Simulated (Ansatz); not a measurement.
SiC:
```xyz
4
Lattice="3.0564 0.0000 0.0000 -1.5282 2.6469 0.0000 0.0000 0.0000 5.0158" Properties=species:S:1:pos:R:3 pbc="T T T"
Si     1.5282     0.8823     0.0026
Si     0.0000     1.7646     2.5105
C      1.5282     0.8823     3.1333
C      0.0000     1.7646     0.6254
```

x, y and z are the axes in which the lattice vectors are written.

Give the proper piezoelectric stress tensor with relaxed ions from LDA (plane waves, PAW; program Ansatz).

In C/m², rows x, y, z, Voigt columns; mesh uncertainty up to 0.01.
```
 0.00   0.00   0.00   0.00   0.09   0.00
 0.00   0.00   0.00   0.09   0.00   0.00
 0.23   0.23  -0.51   0.00   0.00   0.00
```

The elastic tensor of the same run (GPa):

```
 521   115  59.4   0.0   0.0   0.0
 115   521  59.4   0.0   0.0   0.0
59.4  59.4   564   0.0   0.0   0.0
 0.0   0.0   0.0   155   0.0   0.0
 0.0   0.0   0.0   0.0   155   0.0
 0.0   0.0   0.0   0.0   0.0   203
```

Convert to strain constants d = e·S.

In pC/N:
```
 0.0   0.0   0.0   0.0   0.6   0.0
 0.0   0.0   0.0   0.6   0.0   0.0
 0.5   0.5  -1.0   0.0   0.0   0.0
```

Space group P6_3mc (wurtzite). Symmetry was held in the LDA relaxation; phonons on a q-mesh show no instability.

Potentials: the later of the program's two PAW sets.
